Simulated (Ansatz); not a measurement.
InSe (beta-GaS type, space group P6_3/mmc)

```yaml
crystal:
  lattice:
    - [4.03204, 0.00000, 0.00000]
    - [-2.01602, 3.49185, 0.00000]
    - [0.00000, 0.00000, 16.76258]
  atoms:
    - { symbol: In, position: [0.33333, 0.66667, 0.66667] }
    - { symbol: In, position: [0.66667, 0.33333, 0.16667] }
    - { symbol: In, position: [0.66667, 0.33333, 0.33333] }
    - { symbol: In, position: [0.33333, 0.66667, 0.83333] }
    - { symbol: Se, position: [0.33333, 0.66667, 0.08991] }
    - { symbol: Se, position: [0.66667, 0.33333, 0.58991] }
    - { symbol: Se, position: [0.66667, 0.33333, 0.91009] }
    - { symbol: Se, position: [0.33333, 0.66667, 0.41009] }
```

The slice is a (0001) plane (indices of the conventional cell) through the point (0.667, 0.333, 0.167) (fractional), spanned by u = [110] and v = [1 -1 0] in vectors of this cell: u (4.03 Å) and v (6.98 Å, at 90° to u). It covers one period; positions are fractions (u, v).

Computed with PBE-D3(BJ) (plane waves to 420 eV, PAW, scalar-relativistic; Ansatz, an electronic-structure program). k mesh 9×9×2. These are valence fields of a PAW run, semicore shells included where kept as valence: close to a nucleus they are smooth pseudo fields. InSe was relaxed with its symmetry unable to fall. The PAW data are Ansatz's earlier set.

Problem. Predict the map of the electron localisation function (ELF) on the slice.

Solution. 
| v \ u | 0.00 | 0.14 | 0.29 | 0.43 | 0.57 | 0.71 | 0.86 |
|---|---|---|---|---|---|---|---|
| 0.92 | 0.11 | 0.26 | 0.20 | 0.09 | 0.09 | 0.20 | 0.26 |
| 0.83 | 0.21 | 0.22 | 0.15 | 0.03 | 0.03 | 0.15 | 0.22 |
| 0.75 | 0.55 | 0.46 | 0.23 | 0.10 | 0.10 | 0.23 | 0.46 |
| 0.67 | 0.60 | 0.55 | 0.29 | 0.21 | 0.21 | 0.29 | 0.55 |
| 0.58 | 0.55 | 0.45 | 0.21 | 0.16 | 0.16 | 0.21 | 0.45 |
| 0.50 | 0.29 | 0.25 | 0.26 | x | x | 0.26 | 0.25 |
| 0.42 | 0.07 | 0.16 | 0.25 | 0.16 | 0.16 | 0.25 | 0.16 |
| 0.33 | 0.02 | 0.08 | 0.22 | 0.21 | 0.21 | 0.22 | 0.08 |
| 0.25 | 0.09 | 0.13 | 0.35 | 0.53 | 0.53 | 0.35 | 0.13 |
| 0.17 | 0.22 | 0.21 | 0.44 | 0.59 | 0.59 | 0.44 | 0.21 |
| 0.08 | 0.11 | 0.24 | 0.27 | 0.53 | 0.53 | 0.27 | 0.24 |
| 0.00 | x | 0.11 | 0.20 | 0.28 | 0.28 | 0.20 | 0.11 |

Values: electron localisation function (ELF). Points within 0.5 Å of a nucleus are blanked (x), as the pseudised field means little there.
